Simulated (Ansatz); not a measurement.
**Question.** Each is relaxed and computed with plane-wave PAW r²SCAN (Ansatz code). Which is the only one with a gap?
(A) MgNi3C, anti-perovskite
(B) MgB2, P6/mmm (Mg on 1a, B on 2d)
(C) NbSi2, P6_422 (Nb on 3c, Si on 6i)
(D) Li4MgNb6O18, P3 (Pearson symbol hP29)

**Answer.** D, Li4MgNb6O18, P3 (Pearson symbol hP29). Li4MgNb6O18: gap 3.72 eV (indirect); MgNi3C: metal; MgB2: metal; NbSi2: metal. Spin orders computed, not proven ground states: MgNi3C, anti-perovskite ferromagnetic. Typed or built starts, not in the databases checked: Li4MgNb6O18, P3 (Pearson symbol hP29). Standing as an ambient phase not checked: MgNi3C, anti-perovskite; NbSi2, P6_422 (Nb on 3c, Si on 6i). All cells were relaxed under the symmetry of their starts (and spin orders); stability against distortions was not tested throughout. Rows with no word on spin ran without spin polarisation. Spin–orbit coupling is left out wherever it is not named.

Potentials: the later of the program's two PAW sets.
